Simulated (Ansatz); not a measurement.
Y₂MgGe₂ in space group P4/mbm (No. 127; Y on 4h, Mg on 2a, Ge on 4g), r²SCAN in the plane-wave PAW code Ansatz, all energies at zero smearing, with the estimated change up to a 700 eV cutoff added, with one set of potentials and settings (totals compare only within such a set). Cell of 10 atoms (4 Y, 2 Mg, 4 Ge): -36512.335 eV.

```csv
element,reference phase,E (eV/atom)
Y,"P6_3/mmc, 2 atoms in the cell",-3859.7274
Mg,"P6_3/mmc, 2 atoms in the cell",-1926.4080
Ge,"Fd-3m, 2 atoms in the cell",-4302.9121
```

Formation energy per atom, worked out: (-36512.335 − 4×(-3859.7274) − 2×(-1926.4080) − 4×(-4302.9121))/10 = -0.896 eV/atom (-86 kJ per mol of atoms), at 0 K, without zero-point energy or fitted corrections.

The first step of the workflow began from a Materials Project structure, measured or hypothetical; the Crystallography Open Database copy checked does not list it. Its standing as an ambient phase is unchecked. Symmetry was held in the r²SCAN relaxation; whether a distortion lowers the energy is not shown. No spin polarisation was allowed. The references are the lowest solids computed at this level, not always the standard phases.

Potentials: the earlier of the program's two PAW sets.
